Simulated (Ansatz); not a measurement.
Mo (bcc (W type)), relaxed and computed with several functionals in Ansatz (plane waves, PAW).

```csv
functional,a (Å)
PBEsol,3.129
LDA,3.112
r²SCAN,…
PBE+D3(BJ),3.130
PBE,3.160
r²SCAN+D4,3.144
```

**Question.** Some entries are withheld; supply them.

**Answer.** 
- r²SCAN, a (Å): 3.151

All cells were relaxed under the symmetry of their starts (and spin orders); stability against distortions was not tested throughout. Named crystals with no word on spin ran without spin polarisation. Spin–orbit coupling is left out wherever it is not named.

Potentials: the earlier of the program's two PAW sets. The files were generated under PBE; for other functionals the program regenerates the frozen cores, and for LDA and PBEsol the local potential too.

Ansatz (a quantum-chemistry and plane-wave program) is a plane-wave DFT program.
